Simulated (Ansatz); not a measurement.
The relaxed structure here is a generated cell of Ga2O3: the first start was made by placing the elements on the sites of a structure type, and the end was not matched to a known phase here, so it may be hypothetical. Known forms of Ga2O3 include space group No. 12, 167.

A relaxed structure of Ga₂O₃. Space group P-3m1 (No. 164). Level of theory: PBEsol (plane waves to 420 eV, PAW, scalar-relativistic; Ansatz, a program for electronic structure).

```cif
data_Ga2O3
_chemical_formula_sum 'Ga2 O3'
_space_group_name_H-M_alt 'P 1'
_space_group_IT_number 1
_cell_length_a 2.99331
_cell_length_b 2.99331
_cell_length_c 6.96969
_cell_angle_alpha 90.000
_cell_angle_beta 90.000
_cell_angle_gamma 120.000
loop_
_space_group_symop_operation_xyz
  'x, y, z'
loop_
_atom_site_label
_atom_site_type_symbol
_atom_site_fract_x
_atom_site_fract_y
_atom_site_fract_z
_atom_site_occupancy
Ga1 Ga 0.33333 0.66667 0.20016 1
Ga2 Ga 0.66667 0.33333 0.79984 1
O1 O 0.00000 0.00000 0.00000 1
O2 O 0.33333 0.66667 0.69500 1
O3 O 0.66667 0.33333 0.30500 1
```

| Item | Result |
|---|---|
| Volume per atom | 10.82 Å³ |
| Band gap | 2.47 eV, direct at Γ (no spin-orbit coupling) |
| Shortest distances | Ga–O 1.88 Å; O–O 2.74 Å; Ga–Ga 2.99 Å |
| k-mesh | 13×13×5 |

Band energies at high-symmetry points (eV from the VBM; labels of this space group; no spin-orbit coupling), from −5 eV up to 6.1 eV:

```tsv
point	energies
Γ	-3.04 -1.04 -1.04 -1.01 -1.01 -0.83 -0.83 0.00 2.47 5.57
M	-3.05 -2.11 -1.89 -1.48 -0.72 -0.57 4.37
K	-3.85 -3.60 -3.60 -0.83 -0.83 -0.74
A	-2.23 -1.08 -1.08 -1.05 -0.96 -0.96 -0.85 -0.85 3.41 4.95
L	-2.99 -2.22 -2.12 -1.77 -0.66 -0.23 4.58
H	-3.65 -3.38 -3.38 -1.04 -1.04 -0.87
```

No spin polarisation in the result.

The run could not lose the symmetry of its start, so the end can be a saddle point.
